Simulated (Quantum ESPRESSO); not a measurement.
## Band energies of SnS₂ monolayer at +1.5 % biaxial strain

```xyz
3
Lattice="3.7016 0.0000 0.0000 -1.8508 3.2057 0.0000 0.0000 0.0000 15.9000" Properties=species:S:1:pos:R:3 pbc="T T T"
S      0.0000     2.1371     1.4537
S      1.8508     1.0686    -1.4537
Sn     0.0000     0.0000     0.0000
```

PBE (stringent potentials; pw.x of Quantum ESPRESSO, ONCV potentials, scalar-relativistic); path ΓMKΓ; energies in eV from the valence-band maximum.

| k (1/Å) | point | band 13 | band 14 | band 15 | band 16 | band 17 | band 18 | band 19 | band 20 |
|---|---|---|---|---|---|---|---|---|---|
| 0.00 | Γ | -0.65 | -0.50 | -0.50 | -0.12 | -0.12 | 2.37 | 3.79 | 5.41 |
| 0.11 |  | -0.79 | -0.63 | -0.62 | -0.24 | -0.07 | 2.53 | 3.98 | 5.34 |
| 0.22 |  | -1.40 | -0.87 | -0.61 | -0.56 | -0.01 | 2.81 | 4.38 | 5.33 |
| 0.33 |  | -2.07 | -1.16 | -1.02 | -0.54 | 0.00 | 2.92 | 4.66 | 5.69 |
| 0.44 |  | -2.68 | -1.45 | -1.43 | -0.47 | -0.03 | 2.75 | 4.87 | 6.17 |
| 0.54 |  | -3.18 | -1.72 | -1.71 | -0.42 | -0.07 | 2.45 | 4.99 | 6.39 |
| 0.65 |  | -3.58 | -1.93 | -1.87 | -0.38 | -0.13 | 2.13 | 5.00 | 6.38 |
| 0.76 |  | -3.89 | -2.10 | -1.89 | -0.36 | -0.17 | 1.87 | 4.94 | 6.36 |
| 0.87 |  | -4.10 | -2.20 | -1.87 | -0.37 | -0.21 | 1.71 | 4.88 | 6.40 |
| 0.98 | M | -4.17 | -2.24 | -1.85 | -0.37 | -0.22 | 1.65 | 4.86 | 6.49 |
| 1.09 |  | -4.13 | -2.41 | -1.89 | -0.35 | -0.33 | 1.82 | 5.08 | 6.58 |
| 1.21 |  | -4.02 | -2.79 | -2.05 | -0.53 | -0.33 | 2.22 | 5.62 | 6.45 |
| 1.32 |  | -3.84 | -3.15 | -2.36 | -0.65 | -0.33 | 2.58 | 6.19 | 6.29 |
| 1.43 |  | -3.60 | -3.38 | -2.76 | -0.62 | -0.39 | 2.76 | 6.28 | 6.42 |
| 1.55 | K | -3.44 | -3.44 | -3.01 | -0.50 | -0.50 | 2.80 | 6.38 | 6.38 |
| 1.64 |  | -3.57 | -3.38 | -2.84 | -0.63 | -0.39 | 2.79 | 6.23 | 6.49 |
| 1.73 |  | -3.69 | -3.25 | -2.53 | -0.76 | -0.28 | 2.79 | 6.05 | 6.59 |
| 1.83 |  | -3.71 | -3.09 | -2.20 | -0.86 | -0.20 | 2.80 | 5.90 | 6.62 |
| 1.92 |  | -3.60 | -2.91 | -1.85 | -0.90 | -0.16 | 2.82 | 5.80 | 6.55 |
| 2.02 |  | -3.36 | -2.75 | -1.51 | -0.86 | -0.17 | 2.86 | 5.71 | 6.36 |
| 2.11 |  | -3.00 | -2.57 | -1.19 | -0.73 | -0.22 | 2.91 | 5.57 | 6.08 |
| 2.21 |  | -2.55 | -2.35 | -0.91 | -0.55 | -0.29 | 2.97 | 5.35 | 5.76 |
| 2.30 |  | -2.04 | -2.02 | -0.69 | -0.36 | -0.36 | 3.00 | 5.05 | 5.47 |
| 2.39 |  | -1.60 | -1.50 | -0.58 | -0.38 | -0.22 | 2.94 | 4.70 | 5.28 |
| 2.49 |  | -1.13 | -0.99 | -0.59 | -0.29 | -0.12 | 2.75 | 4.30 | 5.27 |
| 2.68 | Γ | -0.65 | -0.50 | -0.50 | -0.12 | -0.12 | 2.37 | 3.79 | 5.41 |

The PBE gap is indirect, 1.65 eV, from 33 % of the way from Γ to M to M; the smallest direct gap is 1.87 eV. The valence-band maximum lies 6.87 eV below the vacuum level.

Spin-orbit splittings are left out.

Geometry strained from the cell relaxed with PBEsol, atoms relaxed again.
